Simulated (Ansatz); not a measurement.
InSb (NiAs type, P6_3/mmc), plane-wave PAW PBEsol (Ansatz code), all energies at zero smearing, with the estimated change up to a 700 eV cutoff added, with one set of potentials and settings (totals compare only within such a set). Cell of 4 atoms (2 In, 2 Sb): -23867.145 eV.

```json
[
 {"element": "In", "reference phase": "I4/mmm, 1 atoms in the cell", "E (eV/atom)": "-5525.4724"},
 {"element": "Sb", "reference phase": "R-3m, 2 atoms in the cell", "E (eV/atom)": "-6408.1643"}
]
```

Formation energy per atom, worked out: (-23867.145 − 2×(-5525.4724) − 2×(-6408.1643))/4 = 0.032 eV/atom (3 kJ per mol of atoms), at 0 K, without zero-point energy or fitted corrections.

The start of the workflow was typed in or built on a structure type; neither database checked (COD, Materials Project) lists it. It is not the phase usual at ambient conditions (space group No. 216). The PBEsol relaxation kept the symmetry of its start; whether a distortion lowers the energy is not shown. The references are the lowest solids computed at this level, not always the standard phases. Scalar-relativistic: spin–orbit coupling is off unless named, which matters more the heavier the elements.

Potentials: the earlier of the program's two PAW sets. The files were generated under PBE; for other functionals the program regenerates the frozen cores, and for LDA and PBEsol the local potential too.
